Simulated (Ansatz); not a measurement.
**Lattice vibrations of C at Γ**

All numbers below come from DFT r2SCAN, scalar-relativistic, plane waves, PAW in Ansatz. Cutoff 500 eV, 18×18×6 k-points (Γ-centred), Fermi-Dirac smearing of 0.15 eV. No spin polarisation. Phonons by linear response, acoustic sum rule imposed.

Equilibrium structure at this level:
```
CELL_PARAMETERS angstrom
1.22813 -2.12651 0.00000
1.22813 2.12651 0.00000
0.00000 0.00000 7.11654
ATOMIC_POSITIONS crystal
C 0.08333 0.91667 0.75000
C 0.58333 0.41667 0.25000
C 0.91667 0.08333 0.25000
C 0.41667 0.58333 0.75000
```

The crystal is built of layers and no dispersion correction was added, so the binding between them is poorly described, and with it their spacing and whatever depends on it.

Optical modes at Γ; i marks an imaginary frequency:
```csv
frequency (THz),degeneracy
0.78i,1
1.25,1
2.72,1
26.62,1
26.66,1
47.47,1
47.58,1
47.68,1
47.81,1
```

1 of the 9 optical modes are unstable, so the structure is a saddle point of the energy and would distort without enlarging its cell.

This form isn't the element's structure at ambient conditions.